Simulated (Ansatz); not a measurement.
# CuAu-type BaZn

Level of theory: DFT, PBEsol, scalar-relativistic, no spin polarisation; plane waves to 420 eV with PAW datasets (Ansatz 0.2.0), 8×8×6 k-mesh, Gaussian smearing of 0.05 eV; PAW files: Ansatz's generated set soft_2.

```
CELL_PARAMETERS angstrom
3.98504 0.00000 0.00000
0.00000 3.98504 0.00000
0.00000 0.00000 4.01950
ATOMIC_POSITIONS crystal
Ba 0.00000 0.00000 0.00000
Zn 0.50000 0.50000 0.50000
```

This is a trial structure made by placing the elements on a prototype's sites, so it needn't be the stable form.

The cell is relaxed to zero pressure at this level.

The cell has space group P4/mmm (read at 0.01 Å). In it the stress is 0.01, 0.01, 0.00, 0.00, 0.00, 0.00 GPa and the largest force component 0.000 eV/Å. Each change below starts from this cell, without further relaxation. Stress is in GPa, positive in compression, in the order xx, yy, zz, yz, xz, xy; energies are counted from the cell above and are free energies with the smearing's entropy, which match forces and stress in a metal.

Task: One atom was moved along a Cartesian axis, and these forces appeared. Which atom, and about how far?
```
atom  Fx (eV/Å)      Fy     Fz
 Ba1      0.000  -0.088  0.000
 Zn2      0.000   0.088  0.000
```

Result: Atom 1 (Ba) is moved by 0.05 Å along y; the energy changes by 2.2 meV per cell. Moving the other atom the opposite way is the same thing.

Task: A single strain component, atoms carried along, gave the stress 0.04, 0.04, 0.00, -0.60, 0.00, 0.00. Which component, and about how large?

Result: An engineering strain of 3 % in yz; the energy changes by 3.6 meV per cell.

 Spin–orbit coupling, which matters for such heavy elements, is left out.
